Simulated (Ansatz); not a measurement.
A run on Cs6AlSb3

```yaml
crystal:
  lattice:
    - [10.8446, 0.0, 0.0]
    - [0.0, 6.5069, 0.0]
    - [-2.4137997492, 0.0, 12.4760404589]
  atoms:
    - { symbol: cs, position: [0.61859, 0.25, 0.17409] }
    - { symbol: Cs, position: [0.38141, 0.75, 0.82591] }
    - { symbol: Cs, position: [0.25488, 0.25, 0.28314] }
    - { symbol: Cs, position: [0.74512, 0.75, 0.71686] }
    - { symbol: Cs, position: [0.95763, 0.25, 0.42298] }
    - { symbol: Cs, position: [0.04237, 0.75, 0.57702] }
    - { symbol: Cs, position: [0.59885, 0.25, 0.86568] }
    - { symbol: Cs, position: [0.40115, 0.75, 0.13432] }
    - { symbol: Cs, position: [0.63158, 0.25, 0.51904] }
    - { symbol: Cs, position: [0.36842, 0.75, 0.48096] }
    - { symbol: Cs, position: [0.94745, 0.25, 0.0518] }
    - { symbol: Cs, position: [0.05255, 0.75, 0.9482] }
    - { symbol: Al, position: [0.8244, 0.75, 0.22086] }
    - { symbol: Al, position: [0.1756, 0.25, 0.77914] }
    - { symbol: Sb, position: [0.68833, 0.75, 0.37526] }
    - { symbol: Sb, position: [0.31167, 0.25, 0.62474] }
    - { symbol: Sb, position: [0.07013, 0.75, 0.26789] }
    - { symbol: Sb, position: [0.92987, 0.25, 0.73211] }
    - { symbol: Sb, position: [0.71263, 0.75, 0.01883] }
    - { symbol: Sb, position: [0.28737, 0.25, 0.98117] }
kpoints:
  mp_grid: { grid: [3, 5, 3] }
scf:
  occupations: { method: fermi_dirac, width: 0.02 }
  max_iter: 60
hamiltonian:
  xc: pbe
  pseudopotentials: { kind: paw }
output:
  forces: true
  stress: true
  populations: true
  efg:
    quadrupole_moments_barn: { Cs: -0.00343, Al: 0.1466, Sb: -0.543 }
    contact_densities: true
```

```sh
ansatz run input.yaml --threads 1 --pin off --max-ram 3072MiB --backend cpu --events-out ev --progress --plain --runs-dir out
```

(1) Does this calculation finish, and if not, why?

## Answers

(1) The program refused the input. The input holds an unknown element. The program says:

```
Error: YAML parse error: error: line 7 column 17: `cs` is not an element symbol (H … Og, case-exact)
 --> <input>:7:17
  |
5 |     - [-2.4137997492, 0.0, 12.4760404589]
6 |   atoms:
7 |     - { symbol: cs, position: [0.61859, 0.25, 0.17409] }
  |                 ^ `cs` is not an element symbol (H … Og, case-exact)
8 |     - { symbol: Cs, position: [0.38141, 0.75, 0.82591] }
9 |     - { symbol: Cs, position: [0.25488, 0.25, 0.28314] }
  |
```

Against a sound input the change was `crystal.atoms[0].symbol`: Cs → cs; `scf.max_iter`: not typed → 60.

With the sound settings the run converges and gives V_zz (10²¹ V/m²) Cs1 10.06 (η 0.78), Cs3 9.26 (η 0.37), Cs5 3.00 (η 0.25), Cs7 -6.14 (η 0.18), Cs9 3.31 (η 0.33), Cs11 -1.35 (η 0.71), among others; a site carries the number of its first atom in the input. Without spin–orbit coupling (the program notes it for Cs and Sb) the gradients can shift somewhat, as the gap is small. With these PAW files V_zz is typically within 2 to 3 % of all-electron values, but misses above 10 % occur on Sb.
